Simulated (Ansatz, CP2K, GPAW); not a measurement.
One calculation of Sn3Se, 3 ways

```
Sn Se
1.0
     4.74188    0.00000    0.00000
     0.00000    4.74188    0.00000
     0.00000    0.00000    4.74188
Sn Se
3 1
Direct
  0.50000 0.50000 0.00000
  0.50000 0.00000 0.50000
  0.00000 0.50000 0.50000
  0.00000 0.00000 0.00000
```

The cell comes from a database or a generator and needn't be the stable form of this composition.

Alike in all runs: task band structure; functional LDA; k mesh 6 × 6 × 6; occupations fermi-dirac, width 0.05 eV; no spin polarisation; no spin-orbit coupling. LDA stands for any of its common fits. Pressure is positive in compression and, in plane waves, holds the error of the finite cutoff.

```
                                                        program and potentials  plane-wave cutoff (eV)                                                   notes  pressure (GPa)
                                Ansatz, all-electron LAPW, scalar-relativistic                       -                                                       -           -3.91
    GPAW, the program's PAW data sets (release 1.2.1) made for this functional                     600                 12 valence electrons an atom on average           -4.08
CP2K, GTH_POTENTIALS Sn GTH-PADE-q4, Se GTH-PADE-q6; TZVP-MOLOPT-PBE-GTH basis                       -  atomic basis; 4.5 valence electrons an atom on average           -3.39
```

The pressure spans -4.08 (GPAW, the program's PAW data sets (release 1.2.1) made for this functional) to -3.39 GPa (CP2K, GTH_POTENTIALS Sn GTH-PADE-q4, Se GTH-PADE-q6; TZVP-MOLOPT-PBE-GTH basis), with all-electron results at -3.91. Rows in atomic bases carry the error of their basis and grid, which can be large.

The functional is the same throughout but for its coding, so the spread measures potentials, basis and numerics; runs on potential files found faulty are left out.
